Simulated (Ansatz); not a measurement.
W (bcc, W type)

```
W
1.0
   -3.16984     3.16984     3.16984
    1.58492    -1.58492     1.58492
    1.58492     1.58492    -1.58492
W
2
Direct
  0.00000   0.00000   0.00000
  0.50000   0.00000   0.00000
```

In this cell atom 2 (W, nearest neighbour W at 2.745 Å; its periodic images, 2.7 Å or more away, move with it) is moved by s along Cartesian x, unit vector (1.000, 0.000, 0.000); all other atoms and the cell stay fixed.

All values below come from r2SCAN (plane waves to 500 eV, PAW, scalar-relativistic; Ansatz, a first-principles code). k mesh 17×17×17 (Γ-centred), Fermi-Dirac smearing 0.05 eV. The energy includes the smearing's −TS. With partly filled bands, energies and forces of such displacements shift with the k mesh and the smearing. On this mesh the relaxed cell isn't quite at rest: it carries a pressure of -0.1 GPa (compression positive) at the zero of the scan. Spin-orbit coupling is left out, though W is heavy. The PAW data are Ansatz's earlier set. W is run without spin polarisation. W was relaxed with its symmetry unable to fall. The zero of ΔE is the undisplaced structure.

Successive frames, forces in eV/Å:

```csv
frame,ΔE (eV/cell),F on W1,F on W2
s = 0.216 Å,0.150,"(1.481, 0.000, 0.000)","(-1.481, 0.000, 0.000)"
s = 0.162 Å,0.082,"(1.064, 0.000, 0.000)","(-1.064, 0.000, 0.000)"
s = 0.108 Å,0.035,"(0.665, 0.000, 0.000)","(-0.665, 0.000, 0.000)"
```

Task: What are the energy and the forces in the next frame, s = 0.054 Å?

Result: ΔE (eV/cell) = 0.009.

| atom | Fx | Fy | Fz |
|---|---|---|---|
| W1 | 0.322 | 0.000 | 0.000 |
| W2 | -0.322 | 0.000 | 0.000 |

(For displaced atoms, the force is minus the slope of the energy, and its curvature is a force constant, which sets phonon frequencies.)
